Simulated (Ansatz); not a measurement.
Input:

LaWN3:
```cif
data_La2N6W2
_chemical_formula_sum 'La2 W2 N6'
_space_group_name_H-M_alt 'P21/m'
_space_group_IT_number 11
_space_group_name_Hall '-P 2yb'
_cell_length_a 5.79482
_cell_length_b 3.85736
_cell_length_c 7.89936
_cell_angle_alpha 90.000
_cell_angle_beta 109.075
_cell_angle_gamma 90.000
loop_
_atom_site_label
_atom_site_type_symbol
_atom_site_symmetry_multiplicity
_atom_site_Wyckoff_symbol
_atom_site_fract_x
_atom_site_fract_y
_atom_site_fract_z
_atom_site_occupancy
La1 La 2 e 0.24706 0.25000 0.18508 1
W1 W 2 e 0.14019 0.25000 0.66814 1
N1 N 2 e 0.03508 0.25000 0.86597 1
N2 N 2 e 0.02497 0.75000 0.61018 1
N3 N 2 e 0.46739 0.25000 0.74133 1
```

This is the PBEsol-relaxed structure.

Q: All from PBEsol (plane waves, PAW; program Ansatz), unless another level is named. Predict the electron effective mass.

A: 0.79, 0.89, 1.6 mₑ (principal values).

Q: And the hole effective mass?

A: 0.84, 1.8, 2.4 mₑ (principal values).

Q: Next, the valence-band maximum?

A: at Γ.

Space group P2_1/m. The first step of the workflow began from a Materials Project structure, measured or hypothetical; the Crystallography Open Database copy checked does not list it. Its standing as an ambient phase is unchecked. The PBEsol relaxation kept the symmetry of its start; its stability against distortions is not shown here. The run is not spin-polarised. Scalar-relativistic: spin–orbit coupling is off unless named, which matters more the heavier the elements.

Potentials: the later of the program's two PAW sets.

Edges and masses are those of Kohn–Sham bands, whose gap is no quasiparticle gap.
